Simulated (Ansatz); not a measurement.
Values for one crystal, relaxed and computed with PBEsol in the plane-wave PAW code Ansatz; other levels are named.

```yaml
volume_per_atom: 19.34 Å³
electronic_character: metallic (no gap)
Gap with spin–orbit coupling: none (metallic)
Density of states at the Fermi level: 0.12 states/eV per atom (mean over ±0.08 eV)
Formation energy from the elements (no fitted shifts): -1.10 eV/atom
```

Which compound is it?
A) Cd2TeS, P3m1 (Cd on 1c, Cd on 1a, Te on 1a, S on 1c)
B) TaP, I4_1md (Ta on 4a, P on 4a)
C) TaS2, P-3 (Pearson symbol hP39)
D) HgS, wurtzite

C, TaS2, P-3 (Pearson symbol hP39)

The start of the workflow was typed in or built on a structure type; neither database checked (COD, Materials Project) lists it. COD files the formula under space group No. 42, 164, 166, 194. Whether it is the stable phase at ambient conditions was not checked. Symmetry was held in the PBEsol relaxation; whether a distortion lowers the energy is not shown. The workflow began spin-polarised and lost its moments. A crystal of weakly bound layers computed without a dispersion correction: the cell and the soft elastic constants depend strongly on that. The references are the lowest solids computed at this level, not always the standard phases. Spin–orbit coupling is left out wherever it is not named.

Potentials: the later of the program's two PAW sets.
